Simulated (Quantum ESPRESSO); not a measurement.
## Hf3AlO7F (input and log of a self-consistent run)

A calculation, not a measurement. The program is pw.x of Quantum ESPRESSO 7.5 (plane-wave density functional theory). The cell is made up: 12 atoms on a rutile lattice, with randomly drawn elements, strain and displacements, not relaxed. PseudoDojo standard norm-conserving files (v0.5 for PBE, v0.4.1 for LDA and PBEsol) set the functional; there is no spin polarisation, spin-orbit coupling or dispersion term, and the masses in the input are unused placeholders.

The hafnium pseudopotential is less sure than the others, with forces about 3 percent (worst 6) and pressure in oxides about 1.5 GPa (worst 2.7) from a second method in checks, which no rerun with the same files tests.

Input:

```
&control calculation='scf', pseudo_dir='./dojo.nc.sr.pbe.v0_5.standard.upf', outdir='./o', disk_io='low', tprnfor=.true., tstress=.true. /
&system ibrav=0, nat=12, ntyp=4, nbnd=50, ecutwfc=105.61755193, nosym=.true., tot_charge=0,
 occupations='smearing', smearing='fd', degauss=0.0018374661
/
&electrons conv_thr=7.350e-09, electron_maxstep=60, /
ATOMIC_SPECIES
Al 1.0 Al.upf
F 1.0 F.upf
Hf 1.0 Hf.upf
O 1.0 O.upf
CELL_PARAMETERS angstrom
4.9705 0.0108 0.0622
0.0108 4.9618 -0.0053
0.0823 -0.007 6.4716
ATOMIC_POSITIONS angstrom
Hf 0.112 0.0027 0.0163
Hf 2.4978 2.3194 1.5935
Al 0.037 -0.1002 3.1431
Hf 2.5451 2.4942 4.7991
O 1.4839 1.416 0.0162
O 3.5301 3.4093 -0.0813
O 3.9716 0.9994 1.8507
O 1.0154 3.8307 1.6757
F 1.5215 1.5321 3.2257
O 3.4934 3.4374 3.2619
O 4.2311 0.971 4.9727
O 1.0281 4.0923 4.8253
K_POINTS automatic
7 7 6 1 1 1
```

The log is shortened where brackets say so; the opening notice, blank lines, dates and the lines on written files are dropped, and the path of the files is cut. It prints rydbergs, bohrs and kilobars, and counts compression as positive stress. With no partly filled state, the Fermi energy that it prints is only some level between the filled and the empty states on the mesh, and need not lie in the true gap.

```
     Program PWSCF v.7.5
     Parallel version (MPI & OpenMP), running on       4 processor cores
     Number of MPI processes:                 4
     Threads/MPI process:                     1
     [start-up lines left out]
     bravais-lattice index     =            0
     lattice parameter (alat)  =       9.3936  a.u.
     unit-cell volume          =    1076.9013 (a.u.)^3
     number of atoms/cell      =           12
     number of atomic types    =            4
     number of electrons       =        88.00
     number of Kohn-Sham states=           50
     kinetic-energy cutoff     =     105.6176  Ry
     charge density cutoff     =     422.4702  Ry
     scf convergence threshold =      7.3E-09
     mixing beta               =       0.7000
     number of iterations used =            8  plain     mixing
     Exchange-correlation= PBE
                           (   1   4   3   4   0   0   0)
     [axes and pseudopotential details left out]
   Cartesian axes
     site n.     atom                  positions (alat units)
         1        Hf     tau(   1) = (   0.0225311   0.0005432   0.0032791  )
         2        Hf     tau(   2) = (   0.5024844   0.4665955   0.3205656  )
         3        Al     tau(   3) = (   0.0074433  -0.0201573   0.6322999  )
         4        Hf     tau(   4) = (   0.5119997   0.5017602   0.9654387  )
         5        O      tau(   5) = (   0.2985173   0.2848578   0.0032590  )
         6        O      tau(   6) = (   0.7101530   0.6858515  -0.0163552  )
         7        O      tau(   7) = (   0.7989699   0.2010501   0.3723068  )
         8        O      tau(   8) = (   0.2042688   0.7706249   0.3371019  )
         9        F      tau(   9) = (   0.3060813   0.3082137   0.6489166  )
        10        O      tau(  10) = (   0.7027700   0.6915044   0.6561990  )
        11        O      tau(  11) = (   0.8511737   0.1953368   1.0003619  )
        12        O      tau(  12) = (   0.2068237   0.8232512   0.9707094  )
     number of k points=   147  Fermi-Dirac smearing, width (Ry)=  0.0018
     Number of k-points >= 100: set verbosity='high' to print them.
     Dense  grid:   157963 G-vectors     FFT dimensions: (  64,  64,  81)
     Estimated max dynamical RAM per process >     817.55 MB
     Estimated total dynamical RAM >       3.08 GB
     Initial potential from superposition of free atoms
     starting charge      87.9920, renormalised to      88.0000
     Starting wfcs are   66 randomized atomic wfcs
     total cpu time spent up to now is       15.9 secs
     per-process dynamical memory:   730.8 Mb
     Self-consistent Calculation
     iteration #  1     ecut=   105.62 Ry     beta= 0.70
     Davidson diagonalization with overlap
     ethr =  1.00E-02,  avg # of iterations =  2.0
     total cpu time spent up to now is       48.2 secs
     total energy              =    -623.31240039 Ry
     estimated scf accuracy    <       4.23199270 Ry
     iteration #  2     ecut=   105.62 Ry     beta= 0.70
     Davidson diagonalization with overlap
     ethr =  4.81E-03,  avg # of iterations =  4.6
     total cpu time spent up to now is       93.5 secs
     total energy              =    -623.23809092 Ry
     estimated scf accuracy    <      10.17612308 Ry
     iteration #  3     ecut=   105.62 Ry     beta= 0.70
     Davidson diagonalization with overlap
     ethr =  4.81E-03,  avg # of iterations =  2.5
     total cpu time spent up to now is      130.8 secs
     total energy              =    -625.32382255 Ry
     estimated scf accuracy    <       0.32195700 Ry
     iteration #  4     ecut=   105.62 Ry     beta= 0.70
     Davidson diagonalization with overlap
     ethr =  3.66E-04,  avg # of iterations =  4.0
     total cpu time spent up to now is      175.3 secs
     total energy              =    -625.40974080 Ry
     estimated scf accuracy    <       0.11643010 Ry
     iteration #  5     ecut=   105.62 Ry     beta= 0.70
     Davidson diagonalization with overlap
     ethr =  1.32E-04,  avg # of iterations =  4.7
     total cpu time spent up to now is      214.1 secs
     total energy              =    -625.41759401 Ry
     estimated scf accuracy    <       0.01337020 Ry
     [iterations 6 to 8 left out]
     iteration #  9     ecut=   105.62 Ry     beta= 0.70
     Davidson diagonalization with overlap
     ethr =  3.16E-07,  avg # of iterations =  4.7
     total cpu time spent up to now is      389.9 secs
     total energy              =    -625.42331186 Ry
     estimated scf accuracy    <       0.00004904 Ry
     iteration # 10     ecut=   105.62 Ry     beta= 0.70
     Davidson diagonalization with overlap
     ethr =  5.57E-08,  avg # of iterations =  2.0
     total cpu time spent up to now is      423.7 secs
     total energy              =    -625.42331106 Ry
     estimated scf accuracy    <       0.00001526 Ry
     iteration # 11     ecut=   105.62 Ry     beta= 0.70
     Davidson diagonalization with overlap
     ethr =  1.73E-08,  avg # of iterations =  2.0
     total cpu time spent up to now is      458.7 secs
     total energy              =    -625.42331279 Ry
     estimated scf accuracy    <       0.00000132 Ry
     iteration # 12     ecut=   105.62 Ry     beta= 0.70
     Davidson diagonalization with overlap
     ethr =  1.51E-09,  avg # of iterations =  4.0
     total cpu time spent up to now is      502.2 secs
     total energy              =    -625.42331325 Ry
     estimated scf accuracy    <       0.00000017 Ry
     iteration # 13     ecut=   105.62 Ry     beta= 0.70
     Davidson diagonalization with overlap
     ethr =  1.90E-10,  avg # of iterations =  2.4
     total cpu time spent up to now is      538.4 secs
     End of self-consistent calculation
     Number of k-points >= 100: set verbosity='high' to print the bands.
     the Fermi energy is     8.7740 ev
!    total energy              =    -625.42331329 Ry
     estimated scf accuracy    <          4.3E-09 Ry
     smearing contrib. (-TS)   =       0.00000000 Ry
     internal energy E=F+TS    =    -625.42331329 Ry
     The total energy is F=E-TS. E is the sum of the following terms:
     one-electron contribution =    -200.76628509 Ry
     hartree contribution      =     142.88346210 Ry
     xc contribution           =    -157.21376471 Ry
     ewald contribution        =    -410.32672559 Ry
     convergence has been achieved in  13 iterations
     Forces acting on atoms (cartesian axes, Ry/au):
     atom    1 type  3   force =    -0.07416755   -0.05086917   -0.04706805
     atom    2 type  3   force =     0.07178305    0.10780258   -0.08487007
     atom    3 type  1   force =    -0.06716873   -0.05621366    0.05280693
     atom    4 type  3   force =     0.10308748    0.07153820    0.08417244
     atom    5 type  4   force =     0.06340788    0.05765453    0.01635970
     atom    6 type  4   force =    -0.06466836   -0.04155950    0.02510686
     atom    7 type  4   force =     0.06154636   -0.06235802    0.00700957
     atom    8 type  4   force =    -0.03273784    0.06403348    0.03040174
     atom    9 type  2   force =    -0.03502762   -0.04571745    0.00834834
     atom   10 type  4   force =    -0.01218316   -0.01422183    0.00255407
     atom   11 type  4   force =    -0.04540321    0.01246078   -0.04975579
     atom   12 type  4   force =     0.03153169   -0.04254993   -0.04506574
     Total force =     0.329874     Total SCF correction =     0.000196
     Computing stress (Cartesian axis) and pressure
          total   stress  (Ry/bohr**3)                   (kbar)     P=     -132.77
  -0.00088104   0.00028436  -0.00013557         -129.61       41.83      -19.94
   0.00028436  -0.00085103   0.00007114           41.83     -125.19       10.47
  -0.00013557   0.00007114  -0.00097556          -19.94       10.47     -143.51
     init_run     :     15.20s CPU     15.60s WALL (       1 calls)
     electrons    :    521.67s CPU    522.58s WALL (       1 calls)
     forces       :      5.99s CPU      6.01s WALL (       1 calls)
     stress       :     21.73s CPU     22.24s WALL (       1 calls)
     [timing details left out]
     PWSCF        :   9m24.95s CPU   9m26.92s WALL
     JOB DONE.
```

In other units: free energy -8509.318 eV for the cell, pressure -13.28 GPa, largest force component 2.772 eV/Å. This run is the check on a run of the same cell at 1143 eV and a 5 x 5 x 4 mesh: rerunning at 1437 eV and a 7 x 7 x 6 mesh moved values by no more than 0.004 eV in energy, 0.03 GPa in stress and 0.002 eV/Å in force.